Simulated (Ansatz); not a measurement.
Bi:
Space group Cmcm (No. 63); a = 4.520 Å, b = 4.512 Å, c = 6.389 Å, α = 90.00°, β = 90.00°, γ = 90.00°

```tsv
atom	site	symmetry	x	y	z
Bi	4c	m2m	0.0000	0.5123	0.2500
```
(The calculation used a cell of 2 atoms; values per cell refer to that cell.)

Relaxed with LDA.

Problem. Which orbitals make up the states near the Fermi level in DFT-LDA in the program Ansatz with PAW potentials?

Solution. Within 0.5 eV of the Fermi level: Bi 6p 90 %, Bi 6s 7 %. Projections are on Löwdin-orthogonalised atomic valence shells; empty p or d shells of many metals are not among them.

Problem. Tabulate the density of states.

Solution. States/eV per cell of 2 atoms, in 0.25 eV bins, energy from the Fermi level.

| E (eV) | total | Bi 6p | Bi 6s |
|---|---|---|---|
| -7.85 | 0.11 | 0.01 | 0.10 |
| -7.60 | 0.07 | 0.00 | 0.06 |
| -7.35 | 0.01 | 0.00 | 0.01 |
| -7.10 | 0.00 | 0.00 | 0.00 |
| -6.85 | 0.00 | 0.00 | 0.00 |
| -6.60 | 0.00 | 0.00 | 0.00 |
| -6.35 | 0.00 | 0.00 | 0.00 |
| -6.10 | 0.00 | 0.00 | 0.00 |
| -5.85 | 0.00 | 0.00 | 0.00 |
| -5.60 | 0.00 | 0.00 | 0.00 |
| -5.35 | 0.00 | 0.00 | 0.00 |
| -5.10 | 0.19 | 0.18 | 0.00 |
| -4.85 | 0.40 | 0.39 | 0.01 |
| -4.60 | 0.55 | 0.53 | 0.01 |
| -4.35 | 0.68 | 0.66 | 0.02 |
| -4.10 | 0.85 | 0.82 | 0.02 |
| -3.85 | 0.98 | 0.94 | 0.03 |
| -3.60 | 1.06 | 1.02 | 0.03 |
| -3.35 | 1.41 | 1.36 | 0.04 |
| -3.10 | 1.60 | 1.54 | 0.05 |
| -2.85 | 1.59 | 1.52 | 0.06 |
| -2.60 | 1.56 | 1.48 | 0.07 |
| -2.35 | 1.55 | 1.47 | 0.07 |
| -2.10 | 1.47 | 1.37 | 0.08 |
| -1.85 | 1.46 | 1.37 | 0.08 |
| -1.60 | 1.47 | 1.37 | 0.08 |
| -1.35 | 1.38 | 1.27 | 0.09 |
| -1.10 | 1.27 | 1.16 | 0.09 |
| -0.85 | 1.20 | 1.09 | 0.09 |
| -0.60 | 1.12 | 1.02 | 0.08 |
| -0.35 | 1.13 | 1.03 | 0.09 |
| -0.10 | 1.08 | 0.98 | 0.08 |
| 0.15 | 1.04 | 0.94 | 0.08 |
| 0.40 | 1.07 | 0.97 | 0.08 |
| 0.65 | 1.03 | 0.93 | 0.07 |
| 0.90 | 1.02 | 0.93 | 0.07 |
| 1.15 | 0.99 | 0.90 | 0.06 |
| 1.40 | 0.99 | 0.90 | 0.06 |
| 1.65 | 0.98 | 0.89 | 0.06 |
| 1.90 | 0.98 | 0.90 | 0.05 |
| 2.15 | 1.00 | 0.92 | 0.05 |
| 2.40 | 1.01 | 0.93 | 0.04 |
| 2.65 | 1.06 | 0.95 | 0.04 |
| 2.90 | 1.23 | 0.96 | 0.03 |
| 3.15 | 1.41 | 1.02 | 0.03 |
| 3.40 | 1.39 | 1.04 | 0.02 |
| 3.65 | 1.48 | 1.06 | 0.02 |
| 3.90 | 1.62 | 1.06 | 0.02 |
| 4.15 | 1.52 | 0.97 | 0.02 |
| 4.40 | 1.50 | 0.90 | 0.01 |
| 4.65 | 1.72 | 0.90 | 0.01 |

The workflow started from a Materials Project entry (that database holds measured and hypothetical structures alike); the Crystallography Open Database copy checked does not list it. It is not the phase usual at ambient conditions (space group No. 166). Symmetry was held in the LDA relaxation; its stability against distortions is not shown here. Axis ratios of metals converge slowly with the k-mesh, so a and c are less sure than the volume. Scalar-relativistic: spin–orbit coupling is off unless named, which matters more the heavier the elements.

Potentials: the later of the program's two PAW sets.
